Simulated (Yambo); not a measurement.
```
CELL_PARAMETERS angstrom
      5.11818     0.00000     0.00000
     -2.55909     4.43247     0.00000
      0.00000     0.00000     5.25814
ATOMIC_POSITIONS crystal
  C  0.00000 0.00000 0.62020
  C  0.00000 0.00000 0.37980
  K  0.66667 0.33333 0.72020
  K  0.33333 0.66667 0.27980
  Pd 0.00000 0.00000 0.00000
```

K$_{2}$PdC$_{2}$ (space group P-3m1, No. 164): mean Im ε in 1 eV windows above the direct gap of 2.48 eV, for different electron-hole kernels (Yambo, broadening 0.15 eV, LDA (pw.x of Quantum ESPRESSO, ONCV potentials, scalar-relativistic) bands; 6×6×4 mesh, 8 valence and 7 conduction bands, static screening with 66 bands and a 3 Ry block, scissor 1.11 eV, Tamm-Dancoff; field along x).

```json
[
 {"window (eV)": "2.5 to 3.5", "independent quasiparticles": "1.0", "BSE": "3.7"},
 {"window (eV)": "3.5 to 4.5", "independent quasiparticles": "4.5", "BSE": "3.3"},
 {"window (eV)": "4.5 to 5.5", "independent quasiparticles": "2.7", "BSE": "1.6"},
 {"window (eV)": "5.5 to 6.5", "independent quasiparticles": "1.6", "BSE": "1.5"}
]
```

This run doesn't resolve bound excitons or single peaks, so only averages are given, and they too depend on the mesh; weight that the attraction moves below the gap isn't listed. All transitions below 7.21 eV are in the band window. The scissor comes from a G0W0 run whose convergence isn't established.

Spin-orbit splittings are left out.

Geometry of the Materials Project entry, not relaxed at this level.

The structure is a Materials Project entry; no match was found in the copy of COD used, and its stability was not checked.
